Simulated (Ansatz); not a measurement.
SiGe, first-principles data

SiGe:
```
CELL_PARAMETERS angstrom
      3.55640     0.00000     0.00000
     -1.77820     3.07993     0.00000
      0.00000     0.00000     3.22972
ATOMIC_POSITIONS crystal
  Ge 0.00000 0.00000 0.00000
  Si 0.66667 0.33333 0.50000
```

Space group P-6m2 (No. 187); conventional cell a = 3.5564 Å, b = 3.5564 Å, c = 3.2297 Å, α = 90.00°, β = 90.00°, γ = 120.00°.

Method: PBEsol (plane waves, PAW; program Ansatz). The cell and atoms are relaxed at this level. Other levels are named where they apply.

### Cell and energy

- Volume per atom: 17.69 Å³
- Density: 4.73 g/cm³
- Formation energy from the elements (no fitted shifts): 0.35 eV/atom

### Electronic structure

- Electronic character: metallic (no gap)
- Density of states at the Fermi level: 0.43 states/eV per atom (mean over ±0.08 eV)
- Gap with spin–orbit coupling: none (metallic)

### Mechanics

Bulk modulus (Birch–Murnaghan fit): 74.2 GPa
Pressure derivative B′: 5.0
Elastic constants (relaxed ions, GPa): C11 = 105, C12 = 37.8, C13 = 86.0, C33 = 130, C44 = 33.6
Mechanical stability: stable (all eigenvalues of C positive)
Hill bulk and shear moduli: 74.0 and 24.2 GPa
Young's modulus: 65.4 GPa
Poisson's ratio: 0.35
Debye temperature from the elastic constants: 291 K

### Phonons

- Highest zone-centre frequency = 236 cm⁻¹
- Zone-centre stability = no imaginary mode at Γ

The cell is a constructed one: a structure type filled with these elements; neither database checked (COD, Materials Project) lists it. Its standing as an ambient phase is unchecked. Symmetry was held in the PBEsol relaxation. As this level gives no gap, shear constants depend on the k-mesh and smearing (Fermi–Dirac, 0.1 eV here). As this level gives no gap, phonon frequencies hold no LO–TO term and depend on the k-mesh and smearing (Fermi–Dirac, 0.1 eV here). The references are the lowest solids computed at this level, not always the standard phases. Spin–orbit coupling is left out wherever it is not named.

Potentials: the later of the program's two PAW sets.
